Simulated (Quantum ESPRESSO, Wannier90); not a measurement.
**ZnS (wurtzite), plane waves to Wannier functions**

```xyz
4
Lattice="3.8058 0.0000 0.0000 -1.9029 3.2959 0.0000 0.0000 0.0000 6.2380" Properties=species:S:1:pos:R:3 pbc="T T T"
Zn     1.9029    -1.0986     0.0009
Zn    -1.9029     1.0986    -3.1181
S      1.9029    -1.0986     2.3384
S     -1.9029     1.0986    -0.7806
```

Materials Project entry mp-560588; symmetrised, unrelaxed at this level. COD (Crystallography Open Database) has the formula in 4 space groups, this one among them (matched by group alone). Computed values, not measurements, from PBEsol: Quantum ESPRESSO (norm-conserving PseudoDojo potentials, cutoff 68 Ry, no spin polarisation, no spin-orbit coupling) on a Γ-centred 12×12×4 mesh, then Wannier90. Density: 12×12×6 mesh, cold smearing 0.01 Ry.

Base run: 26 functions from bands 9-48 of the 48 computed, start hydrogen-like Zn: s;p;d; S: s;p, centres 0.05 Å off the atoms, frozen window up to 3.58 eV relative to the valence-band maximum, outer window open. Rows change the key named; with other orbitals the number of functions and the frozen window follow, as listed; window edges are relative to the valence-band maximum. The misfit compares interpolated bands with pw.x on a high-symmetry path, for states up to 3.1 eV relative to the valence-band maximum. Converged means that the tolerances were met: symmetric starts can stop on a saddle, which shows as a larger Ω_OD at equal Ω_I and can move the misfit too.

Rows with other orbitals or bands describe another subspace, so their Ω_I can't be set against the base's. Runs that didn't settle are not listed.

| setting | orbitals | bands | functions | frozen to (eV) | Ω_I (Å²) | Ω_D (Å²) | Ω_OD (Å²) | rms misfit (meV) | worst (meV) | ended |
|---|---|---|---|---|---|---|---|---|---|---|
| base | Zn spd, S sp | 9-48 | 26 | 3.58 | 21.97 | 0.02 | 3.69 | 0.7 | 9.2 | converged |
| num_iter = 0 (projection only), orbitals on the atoms | Zn spd, S sp | 9-48 | 26 | 3.58 | 21.97 | 0.06 | 13.83 | 1.1 | 13 | no minimisation |
| start: the same orbitals exactly on the atoms | Zn spd, S sp | 9-48 | 26 | 3.58 | 21.97 | 0.02 | 3.70 | 0.8 | 9.2 | converged |
| start: atomic waves of the pseudopotential files | Zn 3d, Zn 4s, S 3s, S 3p | 9-48 | 20 | 3.58 | 21.51 | 0.11 | 3.70 | 1.1 | 13 | converged |
| atomic waves with projectability windows 0.01 and 0.95 | Zn 3d, Zn 4s, S 3s, S 3p | 9-48 | 20 | 3.58 | 21.96 | 0.11 | 3.69 | 0.9 | 13 | converged |
| start: SCDM erfc, mu = fit minus three sigma, no disentanglement steps | Zn 3d, Zn 4s, S 3s, S 3p | 9-48 | 20 | none | 32.02 | 0.83 | 7.19 | 1.6 | 20 | converged |
| start: SCDM erfc with a higher mu, no disentanglement steps | Zn 3d, Zn 4s, S 3s, S 3p | 9-48 | 20 | none | 25.96 | 0.32 | 4.26 | 3.2 | 33 | converged |
